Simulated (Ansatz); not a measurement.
## TiN: lifting an adatom of F

TiN, Fm-3m, a = 4.204 Å. Ansatz: PBEsol, PAW, 420 eV, Γ-centred 12×12×1 mesh on 9 atoms, Gaussian smearing 0.10 eV; no spin polarisation. One F atom per 1×1 cell of the (111) face (slab of 8 planes, Ti on top, held rigid) is raised along the normal at one place in the plane; the height is over the top plane, neighbouring adatoms stand 2.97 Å apart, and y is the energy over the lowest row.

| height (Å) | y (eV) | force (eV/Å) |
| --- | --- | --- |
| 0.85 | 3.108 | 12.16 |
| 1.10 | 0.824 | 5.98 |
| 1.40 | 0.000 | -0.01 |
| 1.70 | ? | ? |
| 2.10 | 2.117 | -4.23 |
| 2.60 | 3.993 | -2.95 |
| 3.40 | 5.506 | -1.09 |
| 4.40 | 6.126 | -0.30 |

Task: Fit a Morse curve y = D[1 − e^(−α(z − z0))]² to the other rows, give the force constant, and predict the missing row.

Result: Least squares gives D = 6.687 eV, α = 1.108 1/Å, z0 = 1.324 Å; the force constant is 2Dα² = 16.42 eV/Å². The computed force vanishes near 1.40 Å, not at z0, so the tail has pulled the fit off the well. At z = 1.70: e^(−α(z − z0)) = 0.6593, y = 0.776 eV and the force −2Dα e(1 − e) = -3.33 eV/Å (computed -3.18). The run gave 0.544 eV, so the fit is 0.232 eV too high, within twice the rms miss on the fitted rows (0.150 eV). D is the plateau of the fit; the highest row has reached 92 % of it, and without spin the far atom lies too high, so D overstates the binding. At the lowest row a force of 1.2 eV/Å still pushes the adatom sideways, so this place is no binding site, and D, z0 and the force constant belong to this line alone.

D is per atom of a whole layer, whose work function moves by 5.9 eV on lifting as it takes charge, so it isn't the binding of a lone atom.

Cost: 8 runs of about 6.1 core-minutes in all, on Intel Xeon 6975P-C (Granite Rapids) (shared hosts).